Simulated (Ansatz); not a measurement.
InSb (wurtzite, P6_3mc), DFT-LDA in the program Ansatz with PAW potentials, all energies at zero smearing, with the estimated change up to a 700 eV cutoff added, with one set of potentials and settings (totals compare only within such a set). Cell of 4 atoms (2 In, 2 Sb): -23586.281 eV.

| element | reference phase | E (eV/atom) |
|---|---|---|
| In | I4/mmm, 1 atoms in the cell | -5457.1653 |
| Sb | R-3m, 2 atoms in the cell | -6335.8223 |

Formation energy per atom, worked out: (-23586.281 − 2×(-5457.1653) − 2×(-6335.8223))/4 = -0.076 eV/atom (-7 kJ per mol of atoms), at 0 K, without zero-point energy or fitted corrections.

The workflow started from a Materials Project entry (that database holds measured and hypothetical structures alike); the Crystallography Open Database copy checked does not list it. It is not the phase usual at ambient conditions (space group No. 216). The LDA relaxation kept the symmetry of its start; of distortions, only those at the zone centre were tested. The references are the lowest solids computed at this level, not always the standard phases. Scalar-relativistic: spin–orbit coupling is off unless named, which matters more the heavier the elements.

Potentials: the later of the program's two PAW sets.
